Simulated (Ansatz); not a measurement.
Harmonic vibrational thermodynamics of Mg (hcp (Mg type), P6_3/mmc) at fixed volume, the program Ansatz at the PBEsol level (PAW). The rows extrapolate the 0 K crystal and know nothing of melting or changes of phase.

```json
[
 {"T (K)": "50", "F_vib (meV/atom)": "…", "S (J/K per mol of atoms)": "…", "C_V (J/K per mol of atoms)": "5.5"},
 {"T (K)": "100", "F_vib (meV/atom)": "…", "S (J/K per mol of atoms)": "9.2", "C_V (J/K per mol of atoms)": "…"},
 {"T (K)": "200", "F_vib (meV/atom)": "12.2", "S (J/K per mol of atoms)": "22.4", "C_V (J/K per mol of atoms)": "21.8"},
 {"T (K)": "300", "F_vib (meV/atom)": "-16.0", "S (J/K per mol of atoms)": "31.6", "C_V (J/K per mol of atoms)": "23.5"},
 {"T (K)": "400", "F_vib (meV/atom)": "…", "S (J/K per mol of atoms)": "38.5", "C_V (J/K per mol of atoms)": "…"},
 {"T (K)": "600", "F_vib (meV/atom)": "-143.1", "S (J/K per mol of atoms)": "48.3", "C_V (J/K per mol of atoms)": "24.6"},
 {"T (K)": "800", "F_vib (meV/atom)": "-251.0", "S (J/K per mol of atoms)": "55.4", "C_V (J/K per mol of atoms)": "24.7"},
 {"T (K)": "1000", "F_vib (meV/atom)": "-371.8", "S (J/K per mol of atoms)": "60.9", "C_V (J/K per mol of atoms)": "24.8"}
]
```

Question: Complete the blanks.

Answer: 
- 400, C_V (J/K per mol of atoms): 24.1
- 400, F_vib (meV/atom): -52.5
- 100, C_V (J/K per mol of atoms): 15.3
- 100, F_vib (meV/atom): 29.0
- 50, S (J/K per mol of atoms): 2.0
- 50, F_vib (meV/atom): 31.8

The cell was relaxed with PBEsol under the symmetry of its start.

Potentials: the earlier of the program's two PAW sets. The files were generated under PBE; for other functionals the program regenerates the frozen cores, and for LDA and PBEsol the local potential too.
